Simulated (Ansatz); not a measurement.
Here is the system:

CsPbCl$_{3}$ (cubic perovskite, Pm-3m), a = 5.671 Å, b = 5.671 Å, c = 5.671 Å, α = 90.00°, β = 90.00°, γ = 90.00°.

This is the r²SCAN-relaxed structure.

Task: All from DFT-r²SCAN in the program Ansatz with PAW potentials, unless another level is named. Give the gap with spin–orbit coupling.

Result: 1.17 eV.

Task: Predict the HSE06 gap on the r²SCAN cell.

Result: 2.75 eV.

Task: Next, the hole effective mass?

Result: 0.21 mₑ (isotropic).

Task: Next, the hole effective mass with spin–orbit coupling?

Result: 0.18 mₑ (isotropic).

Task: Give the formation energy from the elements (no fitted shifts).

Result: -1.70 eV/atom.

Task: Next, the valence-band maximum?

Result: at R.

This is a known high-temperature phase of the composition, computed here at zero pressure and temperature. The r²SCAN relaxation kept the symmetry of its start; its stability against distortions is not shown here. The references are the lowest solids computed at this level, not always the standard phases (solids in place of the gases). Spin–orbit coupling is left out wherever it is not named.

Potentials: the later of the program's two PAW sets.
